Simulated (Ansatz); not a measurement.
LiCl in the rocksalt structure, relaxed with r2SCAN, was run in the PAW code Ansatz under altered settings. All numbers are computed, without spin polarisation but where a row says otherwise.

```
Li Cl
1.0
     0.00000    2.55604    2.55604
     2.55604    0.00000    2.55604
     2.55604    2.55604    0.00000
Li Cl
1 1
Cartesian
  0.0000 0.0000 0.0000
  2.5560 2.5560 2.5560
```

The base run's other keys:
```yaml
kpoints:
  mp_grid: { grid: [4, 4, 4] }
hamiltonian:
  xc: hse06
scf:
  occupations: { method: fixed }
  n_extra_bands: 4
```

It takes 10 iterations with 645 plane waves at 420 eV and 8 k points, and leaves a mean stress of +0.17 GPa. The gap over this mesh is 7.790 eV. It ran on 4 threads of Intel(R) Xeon(R) 6975P-C (Granite Rapids), with other jobs on the host.

Outcomes, with energy and stress as changes against the base:
```
                                  setting    outcome  ΔF (meV/atom)  Δ mean stress (GPa)  gap on the mesh (eV)  iterations  wall time
PBE hybrid, exx coeff 0.15, omega 0.3 1/Å  converged              –                 +0.3                 7.076           9      1.8 s
    PBE hybrid, exx coeff 0.4, unscreened  converged              –                 -0.6                 9.813          11      1.6 s
 PBE hybrid, exx coeff 0.3, omega 0.5 1/Å  converged              –                  0.0                 7.303           9      1.6 s
PBE hybrid, exx coeff 0.35, omega 0.3 1/Å  converged              –                 -0.2                 8.016          11      1.6 s
```
A dash marks a value that wasn't obtained or can't be compared. Stress is positive in compression. The base took 1.7 s.

- PBE hybrid, exx coeff 0.15, omega 0.3 1/Å. That is 15 % exact exchange, screened with ω = 0.3 1/Å, against HSE06's 25 % screened at 0.208 1/Å. The mean stress moves by +0.3 GPa and the gap on the mesh by -0.714 eV (to 7.076). Totals of different functionals aren't comparable.
- PBE hybrid, exx coeff 0.4, unscreened. That is 40 % exact exchange, at all ranges, against HSE06's 25 % screened at 0.208 1/Å. The mean stress moves by -0.6 GPa and the gap on the mesh by +2.023 eV (to 9.813). Totals of different functionals aren't comparable.
- PBE hybrid, exx coeff 0.3, omega 0.5 1/Å. That is 30 % exact exchange, screened with ω = 0.5 1/Å, against HSE06's 25 % screened at 0.208 1/Å. The mean stress moves by 0.0 GPa and the gap on the mesh by -0.487 eV (to 7.303). Totals of different functionals aren't comparable.
- PBE hybrid, exx coeff 0.35, omega 0.3 1/Å. That is 35 % exact exchange, screened with ω = 0.3 1/Å, against HSE06's 25 % screened at 0.208 1/Å. The mean stress moves by -0.2 GPa and the gap on the mesh by +0.225 eV (to 8.016). Totals of different functionals aren't comparable.

The program warns that its thresholds are loose for a hybrid's stress.

The meshes of the hybrids are coarse, so their gaps aren't converged to the digits shown.
